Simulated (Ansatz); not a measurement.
Nb, DFT, LDA, all-electron PAW with datasets made for the crystal, scalar-relativistic (Ansatz 0.2.0), run on 1 thread of Intel(R) Xeon(R) 6975P-C (Granite Rapids) on a shared host.

The cell comes from COD entry 1534903, which wasn't checked; take it as a given geometry.

Command: `ansatz run input.yaml --threads 1 --pin off --max-ram 3072MiB --backend cpu --events-out ev --progress --plain --runs-dir out`

```yaml
crystal:
  lattice:
    - [0.0, 2.115, 2.115]
    - [2.115, 0.0, 2.115]
    - [2.115, 2.115, 0.0]
  atoms:
    - { symbol: Nb, position: [0.0, 0.0, 0.0] }
kpoints:
  mp_grid: { grid: [13, 13, 13] }
  band_path:
    path:
      - [0.0, 0.0, 0.0]
      - [0.5, 0.0, 0.5]
      - [0.625, 0.25, 0.625]
      - [0.375, 0.375, 0.75]
      - [0.0, 0.0, 0.0]
      - [0.5, 0.5, 0.5]
      - [0.5, 0.25, 0.75]
      - [0.5, 0.0, 0.5]
    npoints: 8
scf:
  occupations: { method: fermi_dirac, width: 0.03 }
hamiltonian:
  xc: lda
  pseudopotentials: { kind: all_electron, datasets: crystal }
output:
  forces: true
  stress: true
  eigenvalues: true
  efg: { contact_densities: true }
```

How large is the problem that the program sets up?

84 irreducible k-points, 169 plane waves at Γ, 11 bands.

Estimate the wall time and the peak memory.

3.4 s of wall time for 7 SCF iterations, with a peak of 0.33 GiB. Times on shared machines scatter by tens of per cent.

And the same cell and mesh by all-electron LAPW, asked for forces, stress, eigenvalues, populations, dos and the same band path, on the same hardware?

5.4 s, peak memory 0.31 GiB.

And the same cell and mesh by frozen-core PAW, asked for forces, stress, eigenvalues, efg, populations, bader, dos, write_density, write_potential, elf and the same band path, on the same hardware?

3.1 s, peak memory 0.36 GiB.
